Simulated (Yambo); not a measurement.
Yambo run on CsBr (CsCl type, space group Pm-3m, No. 221). The wavefunctions are norm-conserving LDA (Quantum ESPRESSO, 48 Ry, scalar-relativistic) ones on a 4×4×4 mesh (8 occupied bands); a = 4.138 Å, b = 4.138 Å, c = 4.138 Å, α = 90.00°, β = 90.00°, γ = 90.00°.

Yambo input:

```
rim_cut
HF_and_locXC
RandQpts= 1000000
RandGvec= 1 Ry
EXXRLvcs= 48 Ry
VXCRLvcs= 192 Ry
% QPkrange
 1 | 1 | 8 | 9 |
 6 | 6 | 8 | 9 |
%
```

k points by index: 1 = Γ, 6 = M.

Table of the .hf output:

```
#    K-point    Band    Eo [eV]    Ehf [eV]    Vxc [eV]    Vnlxc [eV]
#
    1    8    0.000000    -3.697325    -12.84311    -16.54043
    1    9    4.531842    8.862742    -8.074738    -3.743838
    6    8    -0.065104    -3.819743    -12.73728    -16.49191
    6    9    5.035608    9.506767    -8.198591    -3.727432
```
Exchange alone, without screening.

Spin-orbit coupling is not included.

Geometry relaxed with LDA.
